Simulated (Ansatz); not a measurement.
The start is a randomly generated symmetric cell of La2O3 (space group No. 42). Cell shape, volume and atoms are optimised at zero target pressure with PBEsol (plane waves to 420 eV, PAW, scalar-relativistic; Ansatz, a program for electronic structure). First-step values are on the input's coarse k-mesh.

Ansatz input (later rounds restart from its end on a renewed k-mesh):
Ansatz 0.2 input:
```yaml
crystal:
  lattice:
    - [0, 6.4822924, 3.6256444]
    - [3.5891567, 0, 3.6256444]
    - [3.5891567, 6.4822924, 0]
  atoms:
    - { symbol: La, position: [0.62226133, 0.62226133, 0.87773867] }
    - { symbol: La, position: [0.12226133, 0.12226133, 0.37773867] }
    - { symbol: La, position: [0.25077301, 0.25077301, 0.74922699] }
    - { symbol: La, position: [0.56980718, 0.56980718, 0.43019282] }
    - { symbol: O, position: [0.19123396, 0.81355849, 0.18644151] }
    - { symbol: O, position: [0.81355849, 0.19123396, 0.80876604] }
    - { symbol: O, position: [0.90614021, 0.99577167, 0.00422833] }
    - { symbol: O, position: [0.99577167, 0.90614021, 0.09385979] }
    - { symbol: O, position: [0.98491872, 0.50834159, 0.49165841] }
    - { symbol: O, position: [0.50834159, 0.98491872, 0.01508128] }
basis: { ecutwfc: 420, ecutrho_ratio: 4, xc_grid: 2, fft_grid_basis: typed }
kpoints: { mp_grid: { grid: [5, 5, 5] } }
hamiltonian:
  xc: pbesol
  dispersion: none
  pseudopotentials: { azcp: { folder: ./paw }, kind: paw }
scf: { occupations: { method: fermi_dirac, width: 0.05 } }
relax: { f_tol: 0.01, max_steps: 100, cell: { stress_tol: 0.02 } }
output: { forces: true, stress: true }
```

Question: By how much does the energy per atom fall from start to end?

Answer: About 2.7 eV/atom.

Question: How do the shortest distances between atoms change?

Answer: The closest pairs of elements (up to four, under 3.6 Å), start → end: O–O 1.16 → 2.73 Å; La–O 2.01 → 2.30 Å; La–La 2.31 → 3.34 Å.

Question: Is the relaxed structure metallic? Give its gap.

Answer: Zero (metallic).

Question: Give the final cell and atomic positions.

Answer: 
Space group Pmmm (No. 47); a = 3.337 Å, b = 3.714 Å, c = 6.797 Å, α = β = γ = 90.00°

| atom | site | symmetry | x | y | z |
|---|---|---|---|---|---|
| La | 1h | mmm | 0.5000 | 0.5000 | 0.5000 |
| La | 1a | mmm | 0.0000 | 0.0000 | 0.0000 |
| O | 2r | mm2 | 0.0000 | 0.5000 | 0.2006 |
| O | 1c | mmm | 0.0000 | 0.0000 | 0.5000 |

Final values are on a 14×13×7 k-mesh of the relaxed cell. The start holds a very short contact (O–O 1.16 Å). No spin polarisation in the result. No Hubbard U is applied.

The run could not lose the symmetry of its start, so the end can be a saddle point.

The relaxed structure here is a generated cell of La2O3: the first start was made by a random draw of sites in a space group, and the end was not matched to a known phase here, so it may be hypothetical. Known forms of La2O3 include space group No. 164.
